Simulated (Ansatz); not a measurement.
Method: Ansatz 0.2.0, DFT PBE, scalar-relativistic, plane waves, PAW, and for the lanthanide a 4f-in-core norm-conserving potential. All cells share a 690 eV cutoff and Γ-centred k meshes spaced about 0.3 Å⁻¹ or finer (0.25 for metals, 2π included). No spin polarisation.

All energies are static (0 K, no zero-point motion).

Two forms of LiTmH4 were relaxed alike.

1.

```yaml
crystal:
  lattice:
    - [2.70033, -3.24431, 0.00000]
    - [2.70033, 3.24431, 0.00000]
    - [0.00000, 0.00000, 3.61589]
  atoms:
    - { symbol: Li, position: [0.50000, 0.50000, 0.50000] }
    - { symbol: Tm, position: [0.00000, 0.00000, 0.00000] }
    - { symbol: H, position: [0.66916, 0.33084, 0.00000] }
    - { symbol: H, position: [0.19324, 0.19324, 0.50000] }
    - { symbol: H, position: [0.80676, 0.80676, 0.50000] }
    - { symbol: H, position: [0.33084, 0.66916, 0.00000] }
```

2.

```yaml
crystal:
  lattice:
    - [1.71753, 0.99162, 5.27448]
    - [-1.71753, 0.99162, 5.27448]
    - [0.00000, -1.98323, 5.27448]
  atoms:
    - { symbol: Li, position: [0.50000, 0.50000, 0.50000] }
    - { symbol: Tm, position: [0.00000, 0.00000, 0.00000] }
    - { symbol: H, position: [0.62599, 0.62599, 0.62599] }
    - { symbol: H, position: [0.37401, 0.37401, 0.37401] }
    - { symbol: H, position: [0.76997, 0.76997, 0.76997] }
    - { symbol: H, position: [0.23003, 0.23003, 0.23003] }
```

Problem. Which form is favoured at zero pressure, and by what margin per atom?

Solution. Cell 2 is lower, by 66 meV/atom. Cell 1 has space group Cmmm (No. 65), 10.6 Å³/atom and no gap on its mesh; cell 2 has space group R-3m (No. 166), 9.0 Å³/atom and a gap of 0.06 eV. Counting H atoms around Li and Tm (those within 1.25 times the shortest such distance or 1.15 times the sum of covalent radii, 1.27 where that leaves under three; a plus sign parts nearer from farther groups), cell 1 has Li 2, Tm 6 and cell 2 has Li 2+6, Tm 6+6. The denser one is the lower, and pressure would at first widen the difference. Both come from trial cells of a structure search, whose lowest cell (Pmn2_1, 9.9 Å³/atom) lies 145 meV/atom below the lower of the two.

The zero gap of Cmmm may come from the functional, which often closes small gaps, or the cell may be a true semimetal. With hydrogen, zero-point motion can shift such differences by 10 meV/atom or more. Small gaps are read on the mesh alone, and bands can cross between its points. With atoms moved at random, cell 2 (by 145 meV/atom) fell into a lower structure. Cell 1 had no clear such test and can be a saddle point. Some structure types and database cells were kept out of the candidates from the start, so a known form may be missing.

The lanthanide is trivalent by construction, without f bands, f moments or other valences.
